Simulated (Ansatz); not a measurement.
Crystals of one structure type (zinc blende) and one family of elements, relaxed and computed with plane-wave PAW r²SCAN (Ansatz code).

```
crystal  K_Hill (GPa)  G_Hill (GPa)
-------  ------------  ------------
CdTe             40.3          14.1
CdSe             51.6          15.3
CdS              60.5             ?
ZnSe             65.3          30.1
ZnS              78.6          35.8
```

**Question.** Fit a straight line to ln G against ln K and predict the withheld value.

**Answer.** Least squares on the 4 shown rows: ln G = 1.55 × ln K + (-3.182), with a scatter of 13 %. For CdS this gives 24.0. The run itself gave 17.1, outside the scatter: the line misses something about this case.

All cells were relaxed under the symmetry of their starts (and spin orders); stability against distortions was not tested throughout. Spin–orbit coupling is left out wherever it is not named.

Potentials: the later of the program's two PAW sets.
